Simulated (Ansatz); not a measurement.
Consider the following.

NbSi$_{2}$:
```xyz
3
Lattice="0.0000 3.0231 3.0231 3.0231 0.0000 3.0231 3.0231 3.0231 0.0000" Properties=species:S:1:pos:R:3 pbc="T T T"
Nb     0.0000     0.0000     0.0000
Si     1.5116     1.5116     1.5116
Si     4.5347     4.5347     4.5347
```

This is the PBE-relaxed structure.

**Question.** All from PBE (plane waves, PAW; program Ansatz), unless another level is named. Give the highest zone-centre frequency.

**Answer.** 241 cm^-1.

**Question.** Give the bulk modulus (Birch–Murnaghan fit).

**Answer.** 108 GPa.

Space group Fm-3m (fluorite). The cell is a constructed one: a structure type filled with these elements; neither database checked (COD, Materials Project) lists it. COD files the formula under space group No. 180, 181, so this cell is another polymorph or a model. Whether it is the stable phase at ambient conditions was not checked. The PBE relaxation kept the symmetry of its start. At this level the phase is mechanically unstable. No spin polarisation was allowed. As this level gives no gap, phonon frequencies hold no LO–TO term and depend on the k-mesh and smearing (Fermi–Dirac, 0.1 eV here).

Potentials: the later of the program's two PAW sets.
